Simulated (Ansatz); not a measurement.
Ti$_{3}$Sn:
```yaml
crystal:
  lattice:
    - [2.86676, -5.24570, 0.00000]
    - [2.86676, 5.24570, 0.00000]
    - [0.00000, 0.00000, 4.73552]
  atoms:
    - { symbol: Ti, position: [0.17872, 0.82128, 0.25000] }
    - { symbol: Ti, position: [0.82128, 0.17872, 0.75000] }
    - { symbol: Ti, position: [0.16865, 0.31485, 0.25000] }
    - { symbol: Ti, position: [0.83135, 0.68515, 0.75000] }
    - { symbol: Ti, position: [0.31485, 0.16865, 0.75000] }
    - { symbol: Ti, position: [0.68515, 0.83135, 0.25000] }
    - { symbol: Sn, position: [0.66742, 0.33258, 0.25000] }
    - { symbol: Sn, position: [0.33258, 0.66742, 0.75000] }
```

Relaxed with r²SCAN. Special points in fractions of this cell's reciprocal vectors: Γ (0.000, 0.000, 0.000); Y (-0.500, 0.500, 0.000); C0 (-0.325, 0.675, 0.000); Σ0 (0.325, 0.325, 0.000); Z (0.000, 0.000, 0.500); A0 (0.325, 0.325, 0.500); E0 (-0.325, 0.675, 0.500); T (-0.500, 0.500, 0.500); S (0.000, 0.500, 0.000); R (0.000, 0.500, 0.500).

Problem. List the band energies nearest the Fermi level at these points for r²SCAN in the plane-wave PAW code Ansatz.

Solution. In eV from the Fermi level; about four levels below and three above (degenerate sets whole), none deeper than 8.9 eV; points with the same levels are listed once.

```csv
k,below,above
Γ,-1.19 -1.00 -0.76 -0.58,0.14 0.34 0.55
Y,-0.89 -0.80 -0.67 -0.55,0.08 0.17 0.17
C0,-0.82 -0.70 -0.34 -0.20,0.15 0.15 0.33
Z,-0.45 -0.45 -0.15 -0.15,0.11 0.11 1.66 1.66
A0,-0.54 -0.54 -0.30 -0.30,0.40 0.40 0.56 0.56
T,-0.47 -0.47 -0.40 -0.40,0.19 0.19 0.49 0.49
S,-0.74 -0.74 -0.65 -0.46,0.13 0.38 0.60
R,-0.15 -0.15 -0.04 -0.04,0.50 0.50 1.39 1.39
```

Space group Cmcm. The first step of the workflow began from a Materials Project structure, measured or hypothetical; the Crystallography Open Database copy checked does not list it. With Ti and Sn taken as one species the cell has the higher symmetry Cmcm, so it may be an ordered model of a mixed-site phase. Whether it is the stable phase at ambient conditions was not checked. The cell was relaxed with r²SCAN under the symmetry of its start; its stability against distortions is not shown here. No spin polarisation was allowed. Scalar-relativistic: spin–orbit coupling is off unless named, which matters more the heavier the elements.

Potentials: the later of the program's two PAW sets.
